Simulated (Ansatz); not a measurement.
ZrB$_{2}$: a fit and a missing row

ZrB$_{2}$, P6/mmm, a = 3.155 Å, c = 3.507 Å. The structure is a COD entry; whether it is the stable form wasn't checked. Ansatz: PBEsol, PAW, 420 eV, Γ-centred 18×18×12 mesh on 3 atoms, Gaussian smearing 0.10 eV; no spin polarisation. Shape and atoms are relaxed at each volume; pressure is positive in compression.

| V (Å³/atom) | P (GPa) |
| --- | --- |
| 8.867 | 40.96 |
| 9.169 | 28.30 |
| 9.472 | 17.42 |
| 9.774 | 8.05 |
| 10.076 | -0.02 |
| 10.379 | -6.99 |
| 10.681 | ? |
| 11.084 | -19.74 |

Question: Take V0 = 10.076 Å³/atom, count pressures from its P0 = -0.02 GPa, fit the third-order Birch–Murnaghan form to the other rows, and predict the missing pressure.

Answer: With the Eulerian strain f = ½[(V0/V)^(2/3) − 1] and y = (P − P0)/[3f(1 + 2f)^(5/2)], the form is the line y = B0 + 1.5 B0 (B0′ − 4) f. Rows (f, y): 0.04447, 248.2; 0.03245, 248.6; 0.02104, 249.2; 0.01025, 249.5; -0.00978, 249.6; -0.03079, 250.3. Means f = 0.01127, y = 249.23; Σ(Δf)² = 0.003859, ΣΔfΔy = -0.1009; the slope is their ratio. y = 249.5 − 26.14 f GPa, so B0 = 249.5 GPa and B0′ = 4 + 2 × (-26.14)/(3 × 249.5) = 3.93. At V = 10.681, f = -0.01906, y = 250.00 and P = -12.99 GPa. The run gave -12.99 GPa, the same to the digits shown.